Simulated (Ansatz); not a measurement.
Piezoelectric tensor of BaHfH6

All numbers below come from DFT PBE, scalar-relativistic, plane waves, PAW in Ansatz 0.2.0. Settings: 420 eV plane-wave cutoff, Γ-centred 8×6×6 mesh, fixed occupations. No spin polarisation.

Equilibrium structure at this level:
```
CELL_PARAMETERS angstrom
3.38774 0.00000 0.00000
0.00000 3.61240 3.97606
0.00000 -3.61240 3.97606
ATOMIC_POSITIONS crystal
Ba 0.50000 0.55484 0.55484
Hf 0.00000 0.99730 0.99730
H 0.50000 0.76736 0.05730
H 0.50000 0.05730 0.76736
H 0.50000 0.15616 0.15616
H 0.00000 0.86450 0.33954
H 0.00000 0.33954 0.86450
H 0.00000 0.76302 0.76302
```

It was reached by relaxing an invented guess, and it needn't be the stable form of this composition. Spin–orbit coupling is left out, which matters for heavy elements.

Question: Give the relaxed-ion proper piezoelectric stress tensor e_iJ (C/m², Voigt columns xx yy zz yz xz xy).

Answer:
```
x   0.00 0.00 0.00 0.00 0.33 0.00
y   0.00 0.00 0.00 0.14 0.00 0.00
z   0.48 0.05 1.04 0.00 0.00 0.00
```
Signs follow the orientation of the cell as given.

Question: With the elastic constants (GPa, Voigt order)
C11 = 129.7, C12 = 23.7, C13 = 0.6, C22 = 104.8, C23 = 24.3, C33 = 17.5, C44 = 17.2, C55 = 22.9, C66 = 43.5 GPa; the others vanish.
find the strain coefficients d = e·C⁻¹ (pC/N).

Answer:
```
x     0.0   0.0   0.0   0.0  14.3   0.0
y     0.0   0.0   0.0   8.4   0.0   0.0
z     7.3 -21.7  88.8   0.0   0.0   0.0
```
